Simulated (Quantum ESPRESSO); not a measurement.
## GaAlIn2P4 (input and log of a self-consistent run)

Simulated, not a measurement. The program is pw.x of Quantum ESPRESSO 7.5 (plane-wave density functional theory). The cell is made up: 8 atoms on a zincblende/diamond lattice, with randomly drawn elements, strain and displacements, not relaxed. PseudoDojo standard norm-conserving files (v0.5 for PBE, v0.4.1 for LDA and PBEsol) set the functional; there is no spin polarisation, spin-orbit coupling or dispersion term, and the masses in the input are unused placeholders.

Input:

```
&control calculation='scf', pseudo_dir='./dojo.nc.sr.pbe.v0_5.standard.upf', outdir='./o', disk_io='medium', tprnfor=.true., tstress=.true. /
&system ibrav=0, nat=8, ntyp=4, nbnd=37, ecutwfc=79.96652505, nosym=.true., tot_charge=0,
 occupations='smearing', smearing='fd', degauss=0.0018374661
/
&electrons conv_thr=7.350e-09, electron_maxstep=60, /
ATOMIC_SPECIES
Al 1.0 Al.upf
Ga 1.0 Ga.upf
In 1.0 In.upf
P 1.0 P.upf
CELL_PARAMETERS angstrom
5.6805 0.0207 0.0807
0.0207 5.6566 -0.0067
0.0807 -0.0067 5.6841
ATOMIC_POSITIONS angstrom
Ga 0.1122 -0.0144 -0.0956
Al -0.0445 2.7033 2.9007
In 2.9864 0.0471 2.8591
In 2.7494 2.8048 0.0818
P 1.5269 1.4705 1.4008
P 1.6132 4.3609 4.2045
P 4.2545 1.3746 4.3297
P 4.3257 4.235 1.5167
K_POINTS automatic
4 4 4 1 1 1
```

The log is shortened where brackets say so; the opening notice, blank lines, dates and the lines on written files are dropped, and the path of the files is cut. It prints rydbergs, bohrs and kilobars, and counts compression as positive stress.

```
     Program PWSCF v.7.5
     Parallel version (MPI & OpenMP), running on       1 processor cores
     Number of MPI processes:                 1
     Threads/MPI process:                     1
     [start-up lines left out]
     bravais-lattice index     =            0
     lattice parameter (alat)  =      10.7357  a.u.
     unit-cell volume          =    1232.2712 (a.u.)^3
     number of atoms/cell      =            8
     number of atomic types    =            4
     number of electrons       =        62.00
     number of Kohn-Sham states=           37
     kinetic-energy cutoff     =      79.9665  Ry
     charge density cutoff     =     319.8661  Ry
     scf convergence threshold =      7.3E-09
     mixing beta               =       0.7000
     number of iterations used =            8  plain     mixing
     Exchange-correlation= PBE
                           (   1   4   3   4   0   0   0)
     [axes and pseudopotential details left out]
   Cartesian axes
     site n.     atom                  positions (alat units)
         1        Ga     tau(   1) = (   0.0197497  -0.0025347  -0.0168277  )
         2        Al     tau(   2) = (  -0.0078330   0.4758400   0.5105868  )
         3        In     tau(   3) = (   0.5256718   0.0082906   0.5032642  )
         4        In     tau(   4) = (   0.4839546   0.4937063   0.0143986  )
         5        P      tau(   5) = (   0.2687679   0.2588402   0.2465715  )
         6        P      tau(   6) = (   0.2839585   0.7676140   0.7400841  )
         7        P      tau(   7) = (   0.7488852   0.2419597   0.7621221  )
         8        P      tau(   8) = (   0.7614180   0.7454528   0.2669724  )
     number of k points=    32  Fermi-Dirac smearing, width (Ry)=  0.0018
                       cart. coord. in units 2pi/alat
        k(    1) = (   0.1228049   0.1252383   0.1233384), wk =   0.0625000
        k(    2) = (   0.1192533   0.1255474   0.3732577), wk =   0.0625000
     [further k points left out]
     Dense  grid:   119097 G-vectors     FFT dimensions: (  64,  64,  64)
     Estimated max dynamical RAM per process >     159.20 MB
     Initial potential from superposition of free atoms
     starting charge      61.9865, renormalised to      62.0000
     Starting wfcs are   47 randomized atomic wfcs
     total cpu time spent up to now is       16.7 secs
     per-process dynamical memory:    93.8 Mb
     Self-consistent Calculation
     iteration #  1     ecut=    79.97 Ry     beta= 0.70
     Davidson diagonalization with overlap
     ethr =  1.00E-02,  avg # of iterations =  4.0
     Threshold (ethr) on eigenvalues was too large:
     Diagonalizing with lowered threshold
     Davidson diagonalization with overlap
     ethr =  6.20E-04,  avg # of iterations =  2.0
     total cpu time spent up to now is       83.3 secs
     total energy              =    -478.76157541 Ry
     estimated scf accuracy    <       0.39557580 Ry
     iteration #  2     ecut=    79.97 Ry     beta= 0.70
     Davidson diagonalization with overlap
     ethr =  6.38E-04,  avg # of iterations =  2.0
     total cpu time spent up to now is      115.7 secs
     total energy              =    -478.86441605 Ry
     estimated scf accuracy    <       0.09454721 Ry
     iteration #  3     ecut=    79.97 Ry     beta= 0.70
     Davidson diagonalization with overlap
     ethr =  1.52E-04,  avg # of iterations =  3.1
     total cpu time spent up to now is      151.3 secs
     total energy              =    -478.88104613 Ry
     estimated scf accuracy    <       0.00458905 Ry
     iteration #  4     ecut=    79.97 Ry     beta= 0.70
     Davidson diagonalization with overlap
     ethr =  7.40E-06,  avg # of iterations =  9.9
     total cpu time spent up to now is      208.4 secs
     total energy              =    -478.88226721 Ry
     estimated scf accuracy    <       0.00243515 Ry
     iteration #  5     ecut=    79.97 Ry     beta= 0.70
     Davidson diagonalization with overlap
     ethr =  3.93E-06,  avg # of iterations =  2.0
     total cpu time spent up to now is      252.9 secs
     total energy              =    -478.88269475 Ry
     estimated scf accuracy    <       0.00014730 Ry
     iteration #  6     ecut=    79.97 Ry     beta= 0.70
     Davidson diagonalization with overlap
     ethr =  2.38E-07,  avg # of iterations =  4.0
     total cpu time spent up to now is      311.9 secs
     total energy              =    -478.88273109 Ry
     estimated scf accuracy    <       0.00001862 Ry
     iteration #  7     ecut=    79.97 Ry     beta= 0.70
     Davidson diagonalization with overlap
     ethr =  3.00E-08,  avg # of iterations =  2.8
     total cpu time spent up to now is      367.2 secs
     total energy              =    -478.88273522 Ry
     estimated scf accuracy    <       0.00000159 Ry
     iteration #  8     ecut=    79.97 Ry     beta= 0.70
     Davidson diagonalization with overlap
     ethr =  2.56E-09,  avg # of iterations =  3.8
     total cpu time spent up to now is      423.2 secs
     total energy              =    -478.88273580 Ry
     estimated scf accuracy    <       0.00000014 Ry
     iteration #  9     ecut=    79.97 Ry     beta= 0.70
     Davidson diagonalization with overlap
     ethr =  2.32E-10,  avg # of iterations =  3.6
     total cpu time spent up to now is      479.4 secs
     total energy              =    -478.88273586 Ry
     estimated scf accuracy    <       0.00000003 Ry
     iteration # 10     ecut=    79.97 Ry     beta= 0.70
     Davidson diagonalization with overlap
     ethr =  4.41E-11,  avg # of iterations =  2.2
     total cpu time spent up to now is      531.0 secs
     End of self-consistent calculation
     [lines on levels left out]
!    total energy              =    -478.88273587 Ry
     estimated scf accuracy    <          3.5E-09 Ry
     smearing contrib. (-TS)   =      -0.00000000 Ry
     internal energy E=F+TS    =    -478.88273587 Ry
     The total energy is F=E-TS. E is the sum of the following terms:
     one-electron contribution =    -204.07265176 Ry
     hartree contribution      =     142.84034022 Ry
     xc contribution           =    -140.78693184 Ry
     ewald contribution        =    -276.86349249 Ry
     convergence has been achieved in  10 iterations
     Forces acting on atoms (cartesian axes, Ry/au):
     atom    1 type  2   force =    -0.02014245    0.00472883    0.02908793
     atom    2 type  1   force =     0.03258261    0.03952787   -0.02081821
     atom    3 type  3   force =    -0.01908469    0.01366450   -0.04673641
     atom    4 type  3   force =     0.06822483    0.09853757   -0.05741929
     atom    5 type  4   force =    -0.13726484   -0.07673074    0.07658141
     atom    6 type  4   force =    -0.09212853   -0.07283050    0.01942924
     atom    7 type  4   force =     0.09261026    0.02491891    0.04051604
     atom    8 type  4   force =     0.07520281   -0.03181645   -0.04064071
     Total force =     0.297742     Total SCF correction =     0.000193
     Computing stress (Cartesian axis) and pressure
          total   stress  (Ry/bohr**3)                   (kbar)     P=       53.41
   0.00030450   0.00012437  -0.00028649           44.79       18.30      -42.14
   0.00012437   0.00039846  -0.00006466           18.30       58.61       -9.51
  -0.00028649  -0.00006466   0.00038630          -42.14       -9.51       56.83
     init_run     :     15.25s CPU     16.49s WALL (       1 calls)
     electrons    :    499.73s CPU    514.31s WALL (       1 calls)
     forces       :      8.89s CPU      9.03s WALL (       1 calls)
     stress       :     20.16s CPU     21.17s WALL (       1 calls)
     [timing details left out]
     PWSCF        :   9m 4.41s CPU   9m22.09s WALL
     JOB DONE.
```

In other units: free energy -6515.532 eV for the cell, pressure 5.34 GPa, largest force component 3.529 eV/Å. A rerun of this cell at 1377 eV and a 6 x 6 x 6 mesh moved values by no more than 0.008 eV in energy, 0.02 GPa in stress and 0.002 eV/Å in force.